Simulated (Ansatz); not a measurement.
Cr₂CdS₄ (spinel, Fd-3m), r²SCAN (plane waves, PAW; program Ansatz). The conduction-band minimum lies at Γ, with 1 equivalent valley. Second derivatives d²E/dk² of the lowest band at one valley (eV·Å²), along Cartesian directions:

```tsv
direction	d²E/dk²
[100]	25.63
[010]	25.63
[001]	25.63
[110]	25.62
[101]	25.62
[011]	25.62
```

**Question.** Find the principal effective masses, the density-of-states mass and the conductivity mass.

**Answer.** Off-diagonal terms follow from H_xy = H[110] − (H_xx + H_yy)/2, and m*/mₑ = 7.620 eV·Å² over each eigenvalue: 0.30, 0.30, 0.30. One valley's DOS mass (m₁m₂m₃)^(1/3) = 0.30, conductivity mass 3/(Σ 1/mᵢ) = 0.30 mₑ.

**Question.** What effective density of states Nc follows at 300 K for parabolic valleys?

**Answer.** Nc = 2.509e19 × 1 × (0.30)^(3/2) / 2 (one spin channel) ≈ 2.1e18 cm⁻³.

The workflow started from an entry of the Crystallography Open Database (COD). Whether it is the stable phase at ambient conditions was not checked. The cell was relaxed with r²SCAN under the symmetry of its start; whether a distortion lowers the energy is not shown. Magnetic state: ferromagnetic, chosen from 2 collinear starts compared on coarse meshes (ties went to the first, and starts can fall back to one state), not a proven ground state. Other orbital occupations within this spin state were not tried. No Hubbard U is applied. Point labels and valley counts follow the cell and symmetry of the run, lower than the named group. Spin–orbit coupling is left out wherever it is not named.

Potentials: the later of the program's two PAW sets.

Edges and masses are those of Kohn–Sham bands, whose gap is no quasiparticle gap.
